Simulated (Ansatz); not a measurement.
## E(q) of Fe (Fmmm)

The geometry is a structure from the Materials Project, held fixed and not relaxed.

Settings: LDA, 12×12×12 k mesh, Fermi–Dirac smearing of 0.1 eV. PAW means Ansatz 0.2.0 on its default frozen-core files; LAPW is all-electron LAPW in Ansatz 0.2.0. Site moments are integrated in spheres about the atoms, whose radii differ between the methods.

The first input and its command:

```yaml
crystal:
  lattice:
    - [0.0, 1.9417396906, 1.9651051623]
    - [1.4984397099, 0.0, 1.9651051623]
    - [1.4984397099, 1.9417396906, 0.0]
  atoms:
    - { symbol: Fe, position: [0.0, 0.0, 0.0], spin: 2.2, spin_axis: [1.0, 0.0, 0.0] }
magnetization:
  noncollinear: true
  spin_spiral: { q: [0.0, 0.0, 0.0] }
kpoints:
  mp_grid: { grid: [12, 12, 12] }
scf:
  occupations: { method: fermi_dirac, width: 0.1 }
  lower_state_search: "off"
hamiltonian:
  xc: lda
  pseudopotentials: { kind: paw }
output:
  eigenvalues: false
```

Command: `ansatz run input.yaml --threads 2 --pin off --max-ram 5120MiB --backend cpu --events-out ev --progress --plain --runs-dir out`

The input for «spiral at 0.5 of the way from Γ to L» by LAPW differs from it in these lines, output keys apart:

```diff
-  spin_spiral: { q: [0.0, 0.0, 0.0] }
+  spin_spiral: { q: [0.25, 0.25, 0.25] }
-  mp_grid: { grid: [12, 12, 12] }
+  mp_grid: { grid: [12, 12, 12], shift: [0.5, 0.5, 0.5] }
-  pseudopotentials: { kind: paw }
+  pseudopotentials: { kind: all_electron, lapw: { basis_error: 0.001 } }
```

Flat spirals without spin–orbit coupling: moments start in the xy plane and turn about z by q·R from cell to cell, and their directions inside a cell are free. q runs from Γ to L = (0.500, 0.500, 0.500) in reciprocal cell vectors. Energies count from each method's run at q = 0. Each q is a vector of the k mesh, and the mesh is shifted by q/2 where needed, so that both spin components are sampled on the same points as at q = 0.

| fraction of Γ–L | q (1/Å) | ΔF PAW (meV/cell) | ΔF LAPW (meV/cell) | largest moment, PAW (μB) |
| --- | --- | --- | --- | --- |
| 0.000 | 0.000 | 0.0 | 0.0 | 2.17 |
| 0.167 | 0.258 | +7.8 | – | 2.17 |
| 0.333 | 0.516 | +26.7 | – | 2.16 |
| 0.500 | 0.773 | +64.0 | +63.7 | 2.08 |
| 0.667 | 1.031 | +115.2 | – | 1.97 |
| 0.833 | 1.289 | +160.2 | – | 1.85 |
| 1.000 | 1.547 | +178.0 | +177.2 | 1.79 |

q = 0 is the lowest point of the line, so the state at q = 0 is stable against these spirals.

**Question.** A further pair of PAW runs: cone of 15 degrees at 0.333 of the way from Γ to L (directions held, energy taken at the target), against the same at q = 0. What is the energy difference?

**Answer.** +1.6 meV/cell, with a largest moment of 2.18 μB.

The PAW files were made with PBE; the program remakes their cores once for the run's functional and then keeps them frozen. The Ansatz runs typed with the search for lower states off end where their start leads. The magnetic state is the one that this cell and start allow. It needn't be the compound's measured order, which may need a larger cell or be absent.
